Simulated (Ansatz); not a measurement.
**Cu: an elastic constant from a strain scan**

These are results of DFT PBEsol, scalar-relativistic, plane waves, PAW (Ansatz), not measurements. Settings: plane waves to 420 eV, k-mesh 30×30×14 (Γ-centred), Gaussian smearing 0.15 eV. No spin polarisation. Energies are free energies at this smearing, counted from the undisturbed cell; pressure is positive in compression.

The starting cell (relaxed at this level; this form isn't the usual structure):

```
Cu
1.0
     2.52059    0.00000    0.00000
    -1.26030    2.18290    0.00000
     0.00000    0.00000    4.11652
Cu
2
Direct
  0.33333 0.66667 0.25000
  0.66667 0.33333 0.75000
```

The cell is strained by ε times the Voigt pattern (0, 0, 0, 1, 0, 0) (xx, yy, zz, yz, xz, xy; engineering shear) with fractional coordinates fixed. The cell holds 2 atoms in V0 = 22.65 Å³. The stress column is τ = (1/V0) dE/dε, got from the stress tensor σ (compression positive) at each point as −det(1 + εP) σ : P(1 + εP)⁻¹, with P the pattern as a tensor.

| ε | ΔE (meV/atom) | τ (GPa) |
| --- | --- | --- |
| -0.0175 | 0.578 | -0.931 |
| -0.0150 | 0.426 | -0.800 |
| -0.0100 | 0.190 | -0.535 |
| -0.0050 | 0.048 | -0.268 |
| 0.0000 | 0.000 | 0.000 |
| 0.0050 | 0.048 | 0.268 |
| 0.0100 | 0.190 | 0.535 |
| 0.0150 | 0.426 | 0.800 |
| 0.0175 | 0.578 | 0.931 |
| 0.0200 | ? | ? |

Which combination of elastic constants does this scan measure, and how large is it?

For small ε, τ = τ0 + Kε with K = pᵀCp, which for this pattern is C44 in the Cartesian frame shown. The parabola through τ at ε = -0.0050, 0 and 0.0050 has slope K = 54 GPa at zero. The energies per cell, E = NΔE, of the wider pair ε = ±0.0175 give K = 2[E(ε₊)/ε₊ − E(ε₋)/ε₋]/[(ε₊ − ε₋)V0] = 53 GPa, in agreement. These are clamped-ion values.

Predict the withheld row at ε = 0.0200 from the harmonic law, and compare.

ΔE = V0(τ0 ε + Kε²/2)/N = 0.758 meV/atom and τ = 1.07 GPa. The calculation gives 0.755 meV/atom and 1.06 GPa, a miss of 0.01 meV/atom at most, so the harmonic law still holds here.

In a metal these slopes depend on the k mesh and the smearing.